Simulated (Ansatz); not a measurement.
Re2C in space group P6_3/mmc (No. 194; Re on 4f, C on 2c) at seven volumes, the program Ansatz at the r²SCAN level (PAW), shape and atoms relaxed at each. One row is withheld.

```tsv
V (Å³/atom)	P (GPa)
10.476	49.00
10.822	?
11.167	13.74
11.512	0.00
11.858	-11.66
12.203	-21.54
12.548	-29.90
```

Task: Fit the shown pressures and predict the withheld one.

Result: Third-order Birch–Murnaghan: P = (3/2)B₀(x^(7/2) − x^(5/2))[1 + (3/4)(B′ − 4)(x − 1)] with x = (V₀/V)^(2/3). Least squares on the six rows gives V₀ = 11.512 Å³/atom, B₀ = 420.7 GPa, B′ = 4.46. At V = 10.822, x = 1.0421 and P = 29.85 GPa. The run itself gave 29.93 GPa.

The workflow started from a Materials Project entry (that database holds measured and hypothetical structures alike); the Crystallography Open Database copy checked does not list it. Whether it is the stable phase at ambient conditions was not checked. Symmetry was held in the r²SCAN relaxation; whether a distortion lowers the energy is not shown. No spin polarisation was allowed. Spin–orbit coupling is left out wherever it is not named.

Potentials: the later of the program's two PAW sets.
